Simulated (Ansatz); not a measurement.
BeS (zinc blende, F-43m), plane-wave PAW r²SCAN (Ansatz code). The conduction-band minimum lies at X, with 3 equivalent valleys. Second derivatives d²E/dk² of the lowest band at one valley (eV·Å²), along Cartesian directions:

| direction | d²E/dk² |
|---|---|
| [100] | 9.649 |
| [010] | 26.71 |
| [001] | 26.71 |
| [110] | 18.18 |
| [101] | 18.18 |
| [011] | 26.69 |

Problem. Find the principal effective masses, the density-of-states mass and the conductivity mass.

Solution. Off-diagonal terms follow from H_xy = H[110] − (H_xx + H_yy)/2, and m*/mₑ = 7.620 eV·Å² over each eigenvalue: 0.29, 0.29, 0.79. One valley's DOS mass (m₁m₂m₃)^(1/3) = 0.40, conductivity mass 3/(Σ 1/mᵢ) = 0.36 mₑ.

Problem. What effective density of states Nc follows at 300 K for parabolic valleys?

Solution. Nc = 2.509e19 × 3 × (0.40)^(3/2) ≈ 1.9e19 cm⁻³.

The r²SCAN relaxation kept the symmetry of its start.

Potentials: the later of the program's two PAW sets.

Edges and masses are those of Kohn–Sham bands, whose gap is no quasiparticle gap.
